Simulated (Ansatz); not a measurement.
Relaxed-ion elastic tensor of ZrO₂ (fluorite, Fm-3m) in GPa (Voigt order), PBEsol (plane waves, PAW; program Ansatz); density 6.30 g/cm³, 10.82 Å³ per atom.

```
 550   107   107   0.0   0.0   0.0
 107   550   107   0.0   0.0   0.0
 107   107   550   0.0   0.0   0.0
 0.0   0.0   0.0  67.2   0.0   0.0
 0.0   0.0   0.0   0.0  67.2   0.0
 0.0   0.0   0.0   0.0   0.0  67.2
```

Q: Is the crystal mechanically stable?

A: Yes: the smallest eigenvalue of C is 67.2 GPa.

Q: Work out the Voigt, Reuss and Hill averages.

A: K_V = 255, K_R = 255, K_H = 255; G_V = 129, G_R = 93.1, G_H = 111 GPa.

Q: Give Young's modulus, Poisson's ratio, Pugh's ratio and the universal anisotropy index.

A: E = 9KG/(3K + G) = 291 GPa; ν = 0.31; K/G = 2.30 (ductile by the Pugh limit of 1.75); A_U = 5G_V/G_R + K_V/K_R − 6 = 1.92.

Q: Estimate the sound speeds and the Debye temperature.

A: v_l = √((K + 4G/3)/ρ) = 8000 m/s, v_t = √(G/ρ) = 4200 m/s, mean 4690 m/s; Θ = (h/k)(3n/4πV)^(1/3) v_m = 632 K.

Q: Give the Zener ratio and Young's modulus along [100], [110] and [111].

A: A = 2C44/(C11 − C12) = 0.30; 1/E = S11 − 2(S11 − S12 − S44/2)Γ with Γ = 0, 1/4, 1/3 gives 516, 221, 185 GPa.

This is a known high-temperature phase of the composition, computed here at zero pressure and temperature. Symmetry was held in the PBEsol relaxation; whether a distortion lowers the energy is not shown. The run is not spin-polarised.

Potentials: the later of the program's two PAW sets.
